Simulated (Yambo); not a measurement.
Yambo input for KSO$_{2}$F (space group P2_1/m, No. 11) (a = 4.7090 Å, b = 5.8160 Å, c = 7.1513 Å, α = 90.00°, β = 108.35°, γ = 90.00°), on norm-conserving LDA (Quantum ESPRESSO, 84 Ry, no spin-orbit coupling) wavefunctions on a 4×4×2 mesh:

```
optics
chi
dipoles
kernel
FFTGvecs= 40 Ry
Chimod= "HARTREE"
NGsBlkXd= 3 Ry
% QpntsRXd
 1 | 1 |
%
% BndsRnXd
 1 | 143 |
%
GrFnTpXd= "R"
% EnRngeXd
 0.0 | 20.0 | eV
%
% DmRngeXd
 0.2 | 0.2 | eV
%
CGrdSpXd= 50
ETStpsXd= 161
% LongDrXd
 1.0 | 0.0 | 0.0 |
%
% XfnQP_E
 3.55 | 1.0 | 1.0 |
%
```

First lines of the file o-*.eps_q1_inv_rpa_dyson:

```
Absorption @ Q(1):   1.00000000     0.00000000     0.00000000    [q->0 direction]
#
# [ X ] Hartree size     :  111
# [GEN] GF Energies     : Slater exchange(X)+Perdew & Wang(C)+ user defined corrections @E
# [GEN] Green`s Function     : Retarded
#
# [GEN] Gauge     : Length
# [GEN] [r,Vnl] included     : yes
#
#    E[1] [eV]     Im(eps)     Re(eps)     Im(eps_o)     Re(eps_o)
#
     0.000000     0.133580E-5     1.976319     0.11497E-17     2.235233
     0.125000     0.264345E-3     1.976401     0.388647E-3     2.235354
     0.250000     0.527814E-3     1.976647     0.778052E-3     2.235718
     0.375000     0.792208E-3     1.977058     0.001169     2.236325
     0.500000     0.001058     1.977635     0.001562     2.237177
     0.625000     0.001326     1.978377     0.001958     2.238275
     0.750000     0.001596     1.979288     0.002359     2.239622
     0.875000     0.001869     1.980368     0.002764     2.241220
     1.000000     0.002145     1.981619     0.003174     2.243072
     1.125000     0.002425     1.983044     0.003591     2.245182
     1.250000     0.002710     1.984645     0.004015     2.247554
     1.375000     0.002999     1.986425     0.004448     2.250194
     1.500000     0.003295     1.988387     0.004890     2.253106
     1.625000     0.003597     1.990536     0.005343     2.256298
     1.750000     0.003906     1.992876     0.005808     2.259775
     1.875000     0.004222     1.995410     0.006286     2.263546
     2.000000     0.004548     1.998144     0.006778     2.267620
     2.125000     0.004883     2.001085     0.007286     2.272005
     2.250000     0.005228     2.004237     0.007812     2.276712
     2.375000     0.005585     2.007608     0.008357     2.281753
     2.500000     0.005955     2.011206     0.008924     2.287141
     2.625000     0.006338     2.015038     0.009515     2.292888
     2.750000     0.006737     2.019114     0.010131     2.299012
     2.875000     0.007153     2.023444     0.010776     2.305527
     3.000000     0.007587     2.028038     0.011453     2.312455
     3.125000     0.008042     2.032908     0.012165     2.319814
     3.250000     0.008519     2.038069     0.012916     2.327628
     3.375000     0.009020     2.043534     0.013710     2.335921
     3.500000     0.009550     2.049319     0.014552     2.344724
     3.625000     0.010110     2.055443     0.015448     2.354065
     3.750000     0.010703     2.061925     0.016403     2.363981
     3.875000     0.011335     2.068788     0.017426     2.374511
     4.000000     0.012009     2.076056     0.018524     2.385698
```
(The file goes on to the top of the energy range.) Convergence of the RPA response with its 4×4×2 mesh was not tested. The scissor comes from a G0W0 run whose convergence isn't established.

Geometry of the Materials Project entry, not relaxed at this level.
